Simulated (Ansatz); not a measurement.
**ScAl: one input, then a changed one**

The cell was built from the L11 type and relaxed in the same program, and has space group R-3m; it needn't be a known or the stable phase.

First run: DFT, LDA, PAW with Ansatz's default frozen-core files, scalar-relativistic (Ansatz 0.2.0).

Command: `ansatz run input.yaml --threads 1 --pin off --max-ram 2048MiB --backend cpu --events-out ev --progress --plain --runs-dir out` The run took 24 s on 1 thread of Intel(R) Xeon(R) Processor @ 2.50GHz (Skylake/Cascade Lake), with other jobs on the host, peak memory 0.53 GiB.

```yaml
crystal:
  lattice:
    - [1.5828569181, -0.9138628677, 4.5104015995]
    - [0.0, 1.8277257355, 4.5104015995]
    - [-1.5828569181, -0.9138628677, 4.5104015995]
  atoms:
    - { symbol: Al, position: [0.0, 0.0, 0.0] }
    - { symbol: Sc, position: [0.5, 0.5, 0.5] }
kpoints:
  mp_grid: { grid: [14, 14, 14] }
scf:
  occupations: { method: fermi_dirac, width: 0.05 }
hamiltonian:
  xc: lda
  pseudopotentials: { kind: paw }
output:
  forces: true
  stress: true
  eigenvalues: true
  efg: { contact_densities: true }
basis:
  ecutwfc: 600
```

Result: converged; pressure 0.00 GPa; no gap on the k mesh; 6 SCF iterations.

The input is then changed:

```diff
@@ -14,4 +14,5 @@
   xc: lda
   pseudopotentials: { kind: paw }
+  dispersion: d4
 output:
   forces: true
@@ -19,5 +20,9 @@
   eigenvalues: true
   efg: { contact_densities: true }
+  write_density: true
+  write_potential: true
+  elf: true
+  volumetric_format: npy
 basis:
-  ecutwfc: 600
+  ecutwfc: "500 eV"
```

**Question.** Predict the outcome of the changed run.

**Answer.** It converged; pressure -2.48 GPa; no gap on the k mesh; 6 SCF iterations.

The results part of its log:

```
SCF 1 converged in 6 iterations: F = -2602.993339 eV  dr2 = 2.22e-9
  greatest PAW one-centre occupation: 0.998 electrons in one spin orbital (limit 2), on the Sc atom at site 1 (counted from 0), in its partial waves of l = 0
SCF converged after 6 iterations
Free energy (F): -2602.993339 eV
Harris-Foulkes:  -2602.993339 eV  (|F-HF|=1.19e-9)
Internal energy: -2602.981963 eV  (E = F + TS)
E sigma→0 (E₀):  -2602.987651 eV
Entropy (-TS):   -0.011376 eV (-5.688 meV/atom)
Fermi energy:    8.855173 eV
--- Per-component energies (eV) ---
  E_band       = -155.401822
  E_kinetic    = 284.278534
  E_local      = -978.393434  (includes V_loc(G=0)·N_el)
  E_nonlocal   = 98.351804
  E_hartree    = 359.951973
  E_xc         = -142.654838
  E_vxc        = -158.086210  (∫ρ·V_xc dr)
  E_paw        = -1353.517619  (= ΣΔE_a)
  E_vpaw       = -121.455108  (= ΣTr[D̂ρ^β])
  E_aug_tail   = 0.000002  (compensation charges beyond the density's cutoff)
  E_ewald      = -870.738574
  E_disp       = -0.620450  (pairwise vdW)
  E_core_change = 0.360639  (= ΣΔE_core)
  E_smearing   = -0.011376  (= −TS)
  E_closure    = -0.000000  (closes the sum)
  Σ components = -2602.993339   (vs F -2602.993339, Δ=0.00e0)
--- Forces (eV/Å), atoms counted from 1 ---
  atom   1  Al     0.00000000    -0.00000000     0.00000000
  atom   2  Sc     0.00000000     0.00000000     0.00000000
  max |Σ_I F_I| component: 1.71e-29 eV/Å
--- Stress (GPa, compression-positive) ---
       -2.415855      -0.000000       0.000000
       -0.000000      -2.415855      -0.000000
        0.000000      -0.000000      -2.614201
  P = ⅓ Tr σ = -2.4820 GPa (-24.820 kbar)
--- PAW observables at the nuclei: V_zz in 10²¹ V/m², potentials from the cell's mean, atoms counted from 1 ---
  atom   1  Al V_zz =    -4.256452   η = 0.0000   by run symmetry: allowed
            electrostatic potential = -1230.824485 V   contact ρ = 9989.168560 e/Å³
  atom   2  Sc V_zz =    +2.391527   η = 0.0000   by run symmetry: allowed
            electrostatic potential = -2369.059827 V   contact ρ = 48236.695879 e/Å³
--- Band table (eV; the first three rows and the last of 288) ---
  k-point 0: bands = ["-39.8592", "-18.9033", "-18.5246", "-18.5246", "0.6141", "7.3700", "8.0650", "10.6229", "10.6229", "11.7363", "11.7363"]
  k-point 1: bands = ["-39.8562", "-18.8999", "-18.5466", "-18.5296", "0.7243", "7.4211", "8.0917", "10.5065", "10.7153", "11.6717", "11.7628"]
  k-point 2: bands = ["-39.8477", "-18.8904", "-18.6078", "-18.5434", "1.0513", "7.4931", "8.2478", "10.1823", "10.9841", "11.4975", "11.7906"]
  k-point 287: bands = ["-39.8589", "-18.9159", "-18.5249", "-18.5249", "1.7110", "4.2161", "9.5492", "10.5638", "10.5638", "11.8724", "11.8724"]
```
